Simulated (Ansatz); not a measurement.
Computed minus measured bulk modulus (%) for the class «crystals with elements from indium on», with measured values taken at room temperature or with no temperature stated; static-lattice DFT in Ansatz (plane waves, PAW), no fitted corrections.

The last column compares like with like; the sets of the other columns can differ by functional.

```json
[
 {"functional": "PBE", "phases": "10", "mean": "-8", "median": "-5", "mean absolute": "9", "10th percentile": "-20", "90th percentile": "1", "share above zero (%)": "20", "mean absolute, this / PBE on shared phases (number)": "–"},
 {"functional": "r²SCAN", "phases": "8", "mean": "2", "median": "3", "mean absolute": "7", "10th percentile": "-8", "90th percentile": "13", "share above zero (%)": "62", "mean absolute, this / PBE on shared phases (number)": "7 / 9 (8)"}
]
```

PBE: Some cases that may be named, with their rank among the 10 from the lowest: GaSb, zinc blende -22 % (rank 1); CdTe, zinc blende -20 % (rank 2); La2O3, La2O3 or Ni2Al3 type -4 % (rank 6); TePb, rock salt -3 % (rank 7); BaTiO3, cubic perovskite 0 % (rank 9); SnTe, rock salt 6 % (rank 10).

Main sources of the measured values: arXiv:2303.01780 (2); Cormac Toher, Corey Oses, Jose J. Plata et al., Physical Review Materials (2017), arXiv:1611.05714 (2); First-principles calculations on Fe-Pt nanoclusters of various morphologies (1); Yu-ichiro Matsushita, Kazuma Nakamura, Atsushi Oshiyama, Physical Review B (2011), arXiv:1104.2769 (1). Thermal and zero-point effects are part of the differences unless removed. Counted is every phase computed here with the space group of the measured one (and its sites, where the table gives them), a cell at rest and a checked measured value, whatever its miss; left out are measured values whose sources disagree or whose phase is assumed, fits that failed or disagreed with the elastic tensor, solids of gases (flat energy surfaces), α-Mn (its cell cannot hold its order), one run of grey As with plain r²SCAN (listed as faulty; its layers came apart, a miss of about +30 % in volume), phases set aside for tests, runs that warned of a lower state, left its symmetry open or disagreed on a gap between mesh and path, and filed cells over 0.3 eV/atom above the elements; 16 phases of this class that reached the table have a measured value on another basis or fall under these rules. The largest misses, which weigh on the means more than on the medians, may be other minima, other states or faults of the measured value.

1 of the phases carry moments, in the orders computed and without U. 2 are weakly bound layers, chains or molecules.

Not the usual ambient phase: BaTiO3, cubic perovskite. All cells were relaxed under the symmetry of their starts (and spin orders); stability against distortions was not tested throughout. Named crystals with no word on spin ran without spin polarisation. Spin–orbit coupling is left out wherever it is not named.

Potentials: the earlier of the program's two PAW sets.

Ansatz (a first-principles code) is a plane-wave DFT program.
